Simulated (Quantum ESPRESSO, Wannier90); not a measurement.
# Wannierisation of BaTiO3 (R3m)

```
CELL_PARAMETERS angstrom
      2.84826     1.64444     2.33556
     -2.84826     1.64444     2.33556
      0.00000    -3.28888     2.33556
ATOMIC_POSITIONS crystal
  Ba 0.00014 0.00014 0.00014
  Ti 0.51333 0.51333 0.51333
  O  0.48895 0.97972 0.48895
  O  0.48895 0.48895 0.97972
  O  0.97972 0.48895 0.48895
```

Materials Project entry mp-5020; symmetrised, unrelaxed at this level. COD (Crystallography Open Database) has the formula in 5 space groups, this one among them (matched by group alone). Method: PBEsol plane waves in Quantum ESPRESSO 7.5 (PseudoDojo norm-conserving files, 68 Ry, no spin polarisation, no spin-orbit coupling), Bloch states on a 8×8×8 mesh through Γ, Wannier90 4.0.1. Density: 8×8×8 mesh, cold smearing 0.01 Ry. Spin-orbit coupling is left out although heavy elements are present.

Base run: 14 functions from bands 12-38 of the 38 computed, start hydrogen-like Ti: d; O: p, centres 0.05 Å off the atoms, frozen window up to 3.87 eV relative to the valence-band maximum, outer window open. One setting was then changed (edges relative to the valence-band maximum; misfit to pw.x on a path, for states up to 3.4 eV relative to the valence-band maximum).

| run | Ω_I (Å²) | rms misfit (meV) | worst (meV) |
|---|---|---|---|
| base | 14.49 | 0.2 | 0.9 |
| changed | 13.73 | 72 | 262 |

Task: Which change was made?
(A) only the lowest 16 of the kept bands
(B) frozen window to 0.87 eV
(C) outer window to 8.01 eV
(D) no frozen window
(E) only the lowest 20 of the kept bands

Result: B, frozen window to 0.87 eV. The others give:

```
run                                   Ω_I (Å²)  rms misfit (meV)  worst (meV)
------------------------------------  --------  ----------------  -----------
no frozen window                         10.75               424         1082
outer window to 8.01 eV                  16.61               0.7          6.6
only the lowest 16 of the kept bands     16.77               0.6          7.6
only the lowest 20 of the kept bands     14.60               0.2          1.0
```
